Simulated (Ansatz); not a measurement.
Rocksalt alloy of LiH and LiF (20 of 32 H sites exchanged), 64 atoms

Ansatz, PAW, plane waves. PBEsol relaxation of volume and atoms (shape held) at the single k point (¼, ¼, ¼) without its symmetry partners; single points on the relaxed atoms at the single k point (¼, ¼, ¼) without its symmetry partners, onto which points of the small cell's zone fold. Arrangement: quasirandom. No spin–orbit coupling unless named.

Relaxed structure:

```
H F Li
1.0
     8.01728    0.00000    0.00000
     0.00000    8.01728    0.00000
     0.00000    0.00000    8.01728
H F Li
12 20 32
Direct
  0.24945 0.99989 0.00167
  0.24922 0.99974 0.49847
  0.24920 0.50161 0.49963
  0.75088 0.99989 0.49708
  0.75112 0.50021 0.49894
  0.00167 0.75193 0.00167
  0.00098 0.75114 0.49846
  0.00065 0.99891 0.25098
  0.49886 0.00000 0.25089
  0.24991 0.24893 0.74906
  0.24883 0.75291 0.25096
  0.75028 0.24798 0.25108
  0.25022 0.50035 0.00007
  0.74974 0.00002 0.99950
  0.75021 0.49996 0.99998
  0.99999 0.25020 0.99982
  0.00055 0.25060 0.50020
  0.50004 0.25029 0.99985
  0.49969 0.25041 0.50003
  0.50024 0.75004 0.99972
  0.50052 0.74991 0.50023
  0.99975 0.00022 0.74978
  0.99996 0.49975 0.24945
  0.00020 0.50046 0.75038
  0.50035 0.99992 0.74951
  0.49973 0.50041 0.24990
  0.50014 0.50015 0.74965
  0.24987 0.25125 0.25008
  0.25032 0.75070 0.75003
  0.75023 0.24985 0.74951
  0.74935 0.74954 0.24930
  0.75056 0.75034 0.74985
  0.99943 0.00161 0.99930
  0.00081 0.00175 0.50022
  0.00032 0.49887 0.00008
  0.00036 0.49869 0.49956
  0.50074 0.00058 0.99914
  0.49943 0.00072 0.50057
  0.50004 0.49975 0.99992
  0.49990 0.49973 0.49967
  0.25024 0.25072 0.00170
  0.25024 0.24965 0.49844
  0.25144 0.75018 0.00003
  0.25133 0.75117 0.49969
  0.74990 0.24934 0.99942
  0.74999 0.24943 0.50004
  0.74897 0.75062 0.00025
  0.74894 0.75080 0.49893
  0.24924 0.99979 0.24970
  0.24911 0.99857 0.75034
  0.24896 0.50035 0.24873
  0.24953 0.50210 0.75096
  0.75074 0.99816 0.24902
  0.75092 0.99929 0.75081
  0.75068 0.50175 0.24847
  0.75086 0.50083 0.75099
  0.00106 0.25087 0.25103
  0.99981 0.24999 0.74910
  0.99938 0.74942 0.25117
  0.00046 0.75054 0.74847
  0.49879 0.25087 0.25106
  0.50043 0.24999 0.74900
  0.50055 0.74947 0.25086
  0.50022 0.75012 0.74919
```

**Question.** What are the mean bond lengths by pair (pairs within 1.2 times the sum of covalent radii, less contacts 15 % beyond the pair's median; cation–cation pairs of compounds aside; long ionic contacts are cut short by that bound)?

**Answer.** F–Li 2.002 ± 0.006 Å (standard deviation, 120 bonds). No contact of H falls within that bound.

**Question.** What gap lies between the top filled and the lowest empty level in the single points?

**Answer.** HSE06 7.19 eV (8 s on NVIDIA GB300). Away from Γ this isn't the crystal's band gap.
